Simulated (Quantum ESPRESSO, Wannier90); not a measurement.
**GeSe (rock salt), plane waves to Wannier functions**

```xyz
2
Lattice="0.0000 2.8085 2.8085 2.8085 0.0000 2.8085 2.8085 2.8085 0.0000" Properties=species:S:1:pos:R:3 pbc="T T T"
Ge     0.0000     0.0000     0.0000
Se     2.8085     2.8085     2.8085
```

Materials Project entry mp-10759; symmetrised, unrelaxed at this level. Not found in the COD (Crystallography Open Database) copy used, which has the formula in other groups; not checked further. Computed values, not measurements, from PBEsol: Quantum ESPRESSO (norm-conserving PseudoDojo potentials, cutoff 69 Ry, spinors with spin-orbit coupling) on a Γ-centred 8×8×8 mesh, then Wannier90. Density: 10×10×10 mesh, Gaussian smearing 0.01 Ry. The gap is small at this level and was sampled on the meshes and a path alone.

Base run: 16 functions from bands 21-50 of the 50 computed, start hydrogen-like Ge: s;p; Se: s;p, centres 0.05 Å off the atoms, frozen window up to 1.66 eV relative to the valence-band maximum, outer window open. One setting was then changed (edges relative to the valence-band maximum; misfit to pw.x on a path, for states up to 1.2 eV relative to the valence-band maximum).

| run | Ω_I (Å²) | rms misfit (meV) | worst (meV) |
|---|---|---|---|
| base | 19.06 | 3.3 | 29 |
| changed | 17.96 | 34 | 267 |

Q: Which change was made?
A. frozen window to 0.66 eV
B. outer window to 7.98 eV
C. only the lowest 18 of the kept bands
D. no frozen window
E. frozen window to -1.34 eV

A: A, frozen window to 0.66 eV. The others give:

| run | Ω_I (Å²) | rms misfit (meV) | worst (meV) |
|---|---|---|---|
| frozen window to -1.34 eV | 17.54 | 75 | 494 |
| no frozen window | 15.51 | 315 | 1152 |
| outer window to 7.98 eV | 22.17 | 1.1 | 6.9 |
| only the lowest 18 of the kept bands | 22.61 | 1.5 | 11 |
